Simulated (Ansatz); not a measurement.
Relaxed candidate structures of Bi:

A. R-3m, hexagonal axes (No. 166), hR2; a = b = 4.4724 Å, c = 11.2792 Å, α = β = 90.00°, γ = 120.00°; Bi 6c (0.000, 0.000, 0.240)

B. Cmce (No. 64), oS8; a = 4.473 Å, b = 12.102 Å, c = 4.574 Å, α = β = γ = 90.00°; Bi 8f (0.000, 0.126, 0.013)

Question: Rank these by energy per atom (lowest first), as PBEsol-D3(BJ) (plane waves to 420 eV, PAW, scalar-relativistic; Ansatz, a first-principles code) gives it.

Answer: A (reference), B (+0.02 eV/atom)

Each run could gain symmetry but not lose that of its start, so entries can be saddle points. From databases, or of a type measured for this composition: R-3m, hR2; the others are generated cells (placed on structure types, drawn at random, substituted or restacked) that were not matched to a known phase here. Static energies at zero pressure. No spin polarisation in the result.
